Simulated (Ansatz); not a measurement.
Relaxed CsPbBr₃ (cubic perovskite):

```
CsPbBr3
1.0
    5.93781     0.00000     0.00000
    0.00000     5.93781     0.00000
    0.00000     0.00000     5.93781
Cs Pb Br
1 1 3
Direct
  0.00000   0.00000   0.00000
  0.50000   0.50000   0.50000
  0.00000   0.50000   0.50000
  0.50000   0.50000   0.00000
  0.50000   0.00000   0.50000
```

Scan: atom 4 (Br, nearest neighbour Pb at 2.969 Å; its periodic images, 5.9 Å or more away, move with it) is displaced along Cartesian x, direction (1.000, 0.000, 0.000) in Cartesian axes, by s. The other atoms stay.

Level of theory: r2SCAN (plane waves to 500 eV, PAW, scalar-relativistic; Ansatz, a quantum-chemistry and plane-wave program). k mesh 5×5×5 (Γ-centred), Fermi-Dirac smearing 0.05 eV. The energy includes the smearing's −TS. CsPbBr3 was relaxed with its symmetry unable to fall. Spin-orbit coupling is left out, though Pb is heavy. The PAW data are Ansatz's earlier set. This is a high-temperature form of CsPbBr3. ΔE is measured from the undisplaced structure.

The scan covers s from -0.300 to 0.300 Å in 11 points.

Q: Is the energy the same for equal positive and negative displacements?

A: Even: the same for both signs. With its periodic images moving along, the atom's site symmetry in this cell is 4/mmm.

Q: What force acts on the atom along the line at s = -0.300 Å?

A: 0.085 eV/Å.

Q: What is the force constant k = d²E/ds² of this move at s = 0?

A: 0.24 eV/Å².

(For displaced atoms, the force is minus the slope of the energy, and its curvature is a force constant, which sets phonon frequencies.)
